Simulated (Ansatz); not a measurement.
Given:

CsSnI$_{3}$ (cubic perovskite)

```
CELL_PARAMETERS angstrom
      6.27122     0.00000     0.00000
      0.00000     6.27122     0.00000
      0.00000     0.00000     6.27122
ATOMIC_POSITIONS crystal
  Cs 0.00000 0.00000 0.00000
  Sn 0.50000 0.50000 0.50000
  I  0.00000 0.50000 0.50000
  I  0.50000 0.50000 0.00000
  I  0.50000 0.00000 0.50000
```

Scan: atom 2 (Sn, nearest neighbour I at 3.136 Å; its periodic images, 6.3 Å or more away, move with it) is displaced along Cartesian z, direction (0.000, 0.000, 1.000) in Cartesian axes, by s. The other atoms stay.

These are PBE (plane waves to 420 eV, PAW, scalar-relativistic; Ansatz, a first-principles code) values and carry that method's errors. k mesh 5×5×5 (Γ-centred), Fermi-Dirac smearing 0.05 eV. The energy includes the smearing's −TS. CsSnI3 was relaxed with its symmetry unable to fall. Spin-orbit coupling is left out, though I is heavy. The PAW data are Ansatz's earlier set. This is a high-temperature form of CsSnI3. ΔE is measured from the undisplaced structure.

The scan covers s from -0.940 to 0.940 Å in 11 points.

Problem. Is this a single well or a double well?

Solution. A single well with its minimum at or next to zero displacement.

Problem. Is the energy the same for equal positive and negative displacements?

Solution. Even: the same for both signs. With its periodic images moving along, the atom's site symmetry in this cell is m-3m.

Problem. What force acts on the atom along the line at s = -0.940 Å?

Solution. 14.1 eV/Å.

Problem. What is the energy change at s = 0.940 Å?

Solution. 3281 meV/cell.

(A displaced cell: forces are minus the slopes of the energy, force constants its curvatures, and phonons follow from these.)
